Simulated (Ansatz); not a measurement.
## SrPb: strain energy, fitted

SrPb, Cmcm, a = 5.033 Å, b = 12.196 Å, c = 4.610 Å. The structure is a COD entry; whether it is the stable form wasn't checked. Ansatz: PBEsol, PAW, 420 eV, Γ-centred 8×4×8 mesh on 8 atoms, Gaussian smearing 0.10 eV; no spin polarisation. Series: equal strain along all axes, cell held, atoms relaxed; x is the strain in per cent. y is the free energy over the unstrained cell, V0 = 35.371 Å³/atom.

| x (%) | y (meV/atom) |
| --- | --- |
| -4.0 | ? |
| -2.0 | 13.76 |
| 0.0 | 0.00 |
| 2.0 | 11.45 |
| 4.0 | 43.16 |

Fit y = c2 x² + c3 x³ to the other rows, turn c2 into a modulus, and predict the missing energy.

Least squares on the rows shown. y = 3.1754 x² − 0.12023 x³. In eV per unit strain² c2 is 31.75; the stiffness is B for this strain (E = 9/2 B V0 ε², shape held): 2 × 31.75 × 160.2 / (9 × 35.371) = 32 GPa. At x = -4.0 the fit asked for gives 58.50 meV/atom. The run gave 58.71 meV/atom, so the fit is 0.21 meV/atom too low, within twice the rms miss on the fitted rows (0.18 meV/atom). The form still works here, 33 % of the fitted range beyond its end.

Spin–orbit coupling is left out, which can shift energies with elements as heavy as these.